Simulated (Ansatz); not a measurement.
ZnS (wurtzite)

```
CELL_PARAMETERS angstrom
      7.69021     0.00000     0.00000
     -1.92255     3.32996     0.00000
      3.84511     0.00000     6.30566
ATOMIC_POSITIONS crystal
  Zn 0.83341 0.33333 0.99985
  Zn 0.33341 0.33333 0.99985
  Zn 0.91674 0.66667 0.49985
  Zn 0.41674 0.66667 0.49985
  S  0.02066 0.33333 0.62535
  S  0.52066 0.33333 0.62535
  S  0.10399 0.66667 0.12535
  S  0.60399 0.66667 0.12535
```

A phonon eigenvector at L = (0.5, 0.0, 0.5) is frozen into this cell: atom i moves by Q times the vector below, so Q is the largest atomic displacement, in Å. The cell is held. It is one choice among 2 degenerate patterns. (q is in reciprocal vectors of the primitive cell; the cell shown is doubled to hold the pattern.)

```tsv
atom	x	y	z
Zn1	0.008	0.004	-0.293
Zn2	-0.008	-0.004	0.293
Zn3	-0.133	-0.077	-0.174
Zn4	0.133	0.077	0.174
S5	0.213	0.123	0.969
S6	-0.213	-0.123	-0.969
S7	0.357	0.206	0.203
S8	-0.357	-0.206	-0.203
```

All values below come from PBE (plane waves to 420 eV, PAW, scalar-relativistic; Ansatz, a program for electronic structure). k mesh 10×10×10 (Γ-centred), Fermi-Dirac smearing 0.05 eV. ZnS was relaxed with its symmetry unable to fall.

At one point of the scan the forces (eV/Å) are:

```
atom      Fx      Fy      Fz
----  ------  ------  ------
Zn1   -0.046  -0.027  -0.583
Zn2   -0.089  -0.051   1.377
Zn3   -0.449  -0.260  -0.464
Zn4    0.336   0.194   0.545
S5     0.371   0.214   1.071
S6    -0.229  -0.132  -1.947
S7     0.581   0.335   0.297
S8    -0.474  -0.274  -0.297
```

### Question
Which point is it?
(A) Q = -0.090 Å
(B) Q = -0.030 Å
(C) Q = -0.180 Å
(D) Q = -0.150 Å

### Answer
D, Q = -0.150 Å

(For displaced atoms, the force is minus the slope of the energy, and its curvature is a force constant, which sets phonon frequencies.)
